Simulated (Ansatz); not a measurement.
## InP: enthalpy against pressure

InP, F-43m, a = 5.907 Å. Ansatz: r2SCAN, PAW, 500 eV, Γ-centred 8×8×8 mesh on 2 atoms, Gaussian smearing 0.02 eV; no spin polarisation. Cell and atoms are relaxed at each pressure, and no other structure is tried; the real crystal is known to change phase within this range, so the rows at high pressure are metastable. y is the enthalpy over the state at zero pressure; there V0 = 25.770 Å³/atom. The pressures are the targets, met within 0.07 GPa.

| P (GPa) | y (eV/atom) |
| --- | --- |
| -1.0 | -0.1620 |
| 0.0 | 0.0000 |
| 1.0 | 0.1596 |
| 4.0 | 0.6261 |
| 12.0 | 1.7979 |
| 25.0 | ? |
| 50.0 | 6.5626 |
| 90.0 | 10.8266 |

Task: Fit y = c1 P + c2 P² + c3 P³ to the other rows, say what c1 and c2 mean, and predict the missing value.

Result: Least squares on the rows shown. y = 0.15776 P − 0.00067285 P² + 2.8507×10⁻⁶ P³. Since dH/dP = V, c1 is V0: 0.15776 eV/GPa × 160.2 = 25.273 Å³ against 25.770; c2 = −V0/(2B0) gives B0 = 117 GPa, where a Birch–Murnaghan fit to the volumes of the same runs (not shown) gives 69 GPa: a cubic over this range folds the higher terms into c2. Above P = −c2/(3 c3) = 79 GPa the cubic's slope, the volume, would rise with pressure, so the form fails there. At P = 25.0 the fit asked for gives 3.5680 eV/atom. The run gave 3.5454 eV/atom, so the fit is 0.0226 eV/atom too high, 0.21 % of the span of the series, against an rms of 0.0032 eV/atom on the fitted rows. With a term in P⁴ added, a fit to the same known rows predicts 3.5335 eV/atom, a smaller miss on the other side.

The mesh isn't the same in all rows (8×8×8, 10×10×10).

Cost: 8 runs of about 2.8 core-minutes in all, on Arm Neoverse V1 (shared hosts).